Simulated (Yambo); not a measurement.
Absorption of RbBH₄ (space group F-43m, No. 216) with and without the electron-hole interaction (Yambo, LDA bands; 8×8×8 mesh, 4 valence and 7 conduction bands, static screening with 37 bands and a 3 Ry block, scissor 3.29 eV, Tamm-Dancoff; field along x).

```tsv
E (eV)	Im ε, BSE	Im ε, independent quasiparticles
6.77	0.28	0.03
6.87	0.33	0.04
6.97	0.40	0.04
7.07	0.50	0.04
7.17	0.64	0.04
7.27	0.85	0.05
7.37	1.18	0.05
7.47	1.77	0.05
7.57	2.89	0.06
7.67	5.26	0.06
7.77	9.90	0.07
7.88	12.2	0.07
7.98	7.70	0.08
8.08	4.45	0.09
8.18	3.15	0.09
8.28	2.25	0.11
8.38	1.68	0.12
8.48	1.54	0.14
8.58	1.70	0.16
8.68	1.91	0.19
8.78	1.99	0.24
8.88	1.85	0.32
8.98	1.90	0.45
9.08	1.97	0.65
9.18	1.62	0.88
9.28	1.28	1.17
9.38	1.20	1.45
9.48	1.30	1.82
9.58	1.41	1.86
9.68	1.59	1.71
9.78	1.74	1.93
9.88	1.89	2.38
9.98	2.02	2.52
10.08	2.06	2.76
10.18	2.02	3.07
10.28	2.09	2.90
10.38	2.17	2.70
10.48	2.37	2.79
10.58	2.40	2.77
10.68	2.36	2.70
10.78	2.32	2.74
10.88	2.45	2.86
10.98	2.74	2.88
11.09	2.78	3.04
11.19	2.35	3.32
11.29	1.96	3.37
11.39	1.81	3.22
11.49	1.62	2.88
11.59	1.47	2.22
11.69	1.35	1.70
11.79	1.22	1.51
11.89	1.18	1.56
11.99	1.16	1.73
12.09	1.09	1.97
12.19	1.00	2.31
12.29	0.96	2.55
12.39	0.86	2.73
12.49	0.80	2.93
12.59	0.77	3.30
12.69	0.77	3.48
12.79	0.76	3.28
12.89	0.80	2.81
12.99	0.68	2.49
13.09	0.56	2.48
13.19	0.50	2.60
13.29	0.51	2.61
13.39	0.52	2.64
13.49	0.50	2.75
13.59	0.49	2.57
13.69	0.54	2.14
```

The scissor comes from a G0W0 run whose convergence isn't established. Broadening 0.15 eV. The band window holds all transitions up to 14.7 eV. Fine structure above the onset can come from the mesh.

Geometry of the Materials Project entry, not relaxed at this level; primitive cell a = 4.8836 Å, b = 4.8836 Å, c = 4.8836 Å, α = 60.00°, β = 60.00°, γ = 60.00°.

The structure is a Materials Project entry; no match was found in the copy of COD used, and its stability was not checked.
